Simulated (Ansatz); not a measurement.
Space group R-3m:H (No. 166). a = 2.445 Å, b = 2.445 Å, c = 9.918 Å, α = 90.00°, β = 90.00°, γ = 120.00°
| atom | site | symmetry | x | y | z |
| --- | --- | --- | --- | --- | --- |
| C | 6c | 3m | 0.0000 | 0.0000 | 0.8334 |

Equation of state of this C structure (not necessarily the ground state), with shape and atoms relaxed at each volume where symmetry leaves them free. The calculation used Ansatz, DFT LDA, scalar-relativistic, plane waves, PAW.

Cutoff 420 eV; k points 12×12×12 on the computed 2-atom cell (Γ-centred); Gaussian smearing, width 0.02 eV; no spin polarisation.

| V (Å³/atom) | E − E(largest V) (meV/atom) | P (GPa) | gap on mesh (eV) |
| --- | --- | --- | --- |
| 8.044 | 1.53 | 2.77 | 0.98 |
| 8.301 | -1.47 | 1.11 | 0.84 |
| 8.558 | -2.27 | -0.01 | 0.72 |
| 8.815 | -1.62 | -0.76 | 0.62 |
| 9.071 | 0.00 | -1.21 | 0.53 |

Problem. Fit a third-order Birch–Murnaghan equation to E(V).

Solution. V0 = 8.55 Å³/atom, B0 = 31 GPa, B0' = 12.9. B0' is unusual or poorly fixed by this range.

The cell holds layers, and where no dispersion correction was added their binding is poorly described.